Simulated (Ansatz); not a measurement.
Relaxed-ion elastic tensor of GaAg (CsCl type, space group No. 221) in GPa (Voigt order), DFT-LDA in the program Ansatz with PAW potentials; density 9.08 g/cm³, 16.24 Å³ per atom.

```
85.8   101   101   0.0   0.0   0.0
 101  85.8   101   0.0   0.0   0.0
 101   101  85.8   0.0   0.0   0.0
 0.0   0.0   0.0   1.3   0.0   0.0
 0.0   0.0   0.0   0.0   1.3   0.0
 0.0   0.0   0.0   0.0   0.0   1.3
```

Is the crystal mechanically stable?

No: the smallest eigenvalue of C is -15.7 GPa.

Space group Pm-3m (CsCl type). The workflow started from an entry of the Crystallography Open Database (COD). Its standing as an ambient phase is unchecked. Symmetry was held in the LDA relaxation. At this level the phase is mechanically unstable. No spin polarisation was allowed. As this level gives no gap, shear constants depend on the k-mesh and smearing (Fermi–Dirac, 0.1 eV here).

Potentials: the later of the program's two PAW sets.
